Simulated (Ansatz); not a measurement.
The start is a generated trial cell of TiO2 in the baddeleyite structure type. Cell shape, volume and atoms are optimised at zero target pressure with r2SCAN (plane waves to 500 eV, PAW, scalar-relativistic; Ansatz, a quantum-chemistry and plane-wave program). The first steps use a 6×6×6 k-mesh.

The start:
```
TiO2
1.0
    4.82870     0.00000     0.00000
    0.00000     4.88598     0.00000
   -0.79960     0.00000     4.92053
Ti O
4 8
Direct
  0.27540   0.03950   0.20830
  0.72460   0.53950   0.29170
  0.72460   0.96050   0.79170
  0.27540   0.46050   0.70830
  0.07000   0.33170   0.34470
  0.93000   0.83170   0.15530
  0.93000   0.66830   0.65530
  0.07000   0.16830   0.84470
  0.44960   0.75690   0.47920
  0.55040   0.25690   0.02080
  0.55040   0.24310   0.52080
  0.44960   0.74310   0.97920
```

### Question
What pressure does the first self-consistent step give?

### Answer
-1.6 GPa (negative: the cell is under tension).

### Question
Which atoms feel the largest initial force, and how large is it?

### Answer
0.51 eV/Å, on Ti1, Ti2, Ti3, Ti4 (atoms numbered as listed).

### Question
How much energy is released per atom?

### Answer
0.012 eV/atom.

### Question
How do the shortest distances between atoms change?

### Answer
The closest pairs of elements (up to four, under 3.6 Å), start → end: O–Ti 1.92 → 1.86 Å; O–O 2.38 → 2.41 Å; Ti–Ti 3.12 → 3.16 Å.

### Question
What band gap does the relaxed structure have at this level?

### Answer
2.70 eV, indirect (valence top at Γ, conduction bottom at Y2) (no spin-orbit coupling).

### Question
What does it relax into? Give the structure.

### Answer

```cif
data_O8Ti4
_chemical_formula_sum 'Ti4 O8'
_space_group_name_H-M_alt 'P21/c'
_space_group_IT_number 14
_space_group_name_Hall '-P 2ybc'
_cell_length_a 4.80404
_cell_length_b 4.86611
_cell_length_c 5.04067
_cell_angle_alpha 90.000
_cell_angle_beta 99.878
_cell_angle_gamma 90.000
loop_
_atom_site_label
_atom_site_type_symbol
_atom_site_symmetry_multiplicity
_atom_site_Wyckoff_symbol
_atom_site_fract_x
_atom_site_fract_y
_atom_site_fract_z
_atom_site_occupancy
Ti1 Ti 4 e 0.27700 0.05450 0.21454 1
O1 O 4 e 0.06352 0.32232 0.35222 1
O2 O 4 e 0.55372 0.25798 0.03656 1
```

The space group stays P2₁/c (No. 14) (the run could not lower it); the end is AFLOW prototype A2B_mP12_14_2e_e (C43, as in ZrO2), with 12 atoms in the primitive cell. No spin polarisation in the result.

The run could not lose the symmetry of its start.

The first start was generated by placing the elements on the sites of a structure type. A measured structure of TiO2 has the same space group, P2₁/c (No. 14); the sites were not compared with it. Another known form has space group No. 61.
